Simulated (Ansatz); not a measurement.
SrScO2F:
```
CELL_PARAMETERS angstrom
      4.11029     0.00000     0.00000
      0.00000     4.11029     0.00000
      0.00000     0.00000     4.04854
ATOMIC_POSITIONS crystal
  Sr 0.50000 0.50000 0.50000
  Sc 0.00000 0.00000 0.00000
  O  0.50000 0.00000 0.00000
  O  0.00000 0.50000 0.00000
  F  0.00000 0.00000 0.50000
```

Relaxed with r²SCAN.

### Question
Give the Bader charges and basin volumes of the independent atoms, the program Ansatz at the r²SCAN level (PAW).

### Answer


```csv
atom,Bader charge (e),Bader volume (Å³)
Sr1,+1.65,17.6
Sc2,+2.09,7.9
O3,-1.45,15.3
F5,-0.84,12.3
```

Space group P4/mmm. The start of the workflow was typed in or built on a structure type; neither database checked (COD, Materials Project) lists it. Its standing as an ambient phase is unchecked. The cell was relaxed with r²SCAN under the symmetry of its start; whether a distortion lowers the energy is not shown. The run is not spin-polarised. The volume moved by -16 % from the start of the relaxation.

Potentials: the earlier of the program's two PAW sets. The files were generated under PBE; for other functionals the program regenerates the frozen cores, and for LDA and PBEsol the local potential too.
